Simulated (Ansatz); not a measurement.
Relaxed-ion elastic tensor of BN (rock salt, Fm-3m) in GPa (Voigt order), PBEsol in the plane-wave PAW code Ansatz; density 3.90 g/cm³, 5.28 Å³ per atom.

```csv
,1,2,3,4,5,6
1,572,312,312,0.0,0.0,0.0
2,312,572,312,0.0,0.0,0.0
3,312,312,572,0.0,0.0,0.0
4,0.0,0.0,0.0,635,0.0,0.0
5,0.0,0.0,0.0,0.0,635,0.0
6,0.0,0.0,0.0,0.0,0.0,635
```

Question: Is the crystal mechanically stable?

Answer: Yes: the smallest eigenvalue of C is 260 GPa.

Question: Work out the Voigt, Reuss and Hill averages.

Answer: K_V = 399, K_R = 399, K_H = 399; G_V = 433, G_R = 249, G_H = 341 GPa.

Question: Give Young's modulus, Poisson's ratio, Pugh's ratio and the universal anisotropy index.

Answer: E = 9KG/(3K + G) = 796 GPa; ν = 0.17; K/G = 1.17 (brittle by the Pugh limit of 1.75); A_U = 5G_V/G_R + K_V/K_R − 6 = 3.71.

Question: Estimate the sound speeds and the Debye temperature.

Answer: v_l = √((K + 4G/3)/ρ) = 14800 m/s, v_t = √(G/ρ) = 9350 m/s, mean 10300 m/s; Θ = (h/k)(3n/4πV)^(1/3) v_m = 1760 K.

Question: Give the Zener ratio and Young's modulus along [100], [110] and [111].

Answer: A = 2C44/(C11 − C12) = 4.89; 1/E = S11 − 2(S11 − S12 − S44/2)Γ with Γ = 0, 1/4, 1/3 gives 352, 761, 1250 GPa.

Question: Solve the Christoffel equation for the three sound speeds along [100], [110], [111].

Answer: Eigenvalues of C_ijkl n_j n_l equal ρv². In km/s, slowest first: [100] 12.11, 12.76, 12.76; [110] 5.77, 12.76, 16.62; [111] 8.74, 8.74, 17.87.

The start of the workflow was typed in or built on a structure type; neither database checked (COD, Materials Project) lists it. It is not the phase usual at ambient conditions (space group No. 186, 194, 216). Symmetry was held in the PBEsol relaxation. At this level the phase is dynamically unstable (imaginary phonons). Its formation energy is positive at this level, so the cell may be metastable or incomplete.

Potentials: the later of the program's two PAW sets.
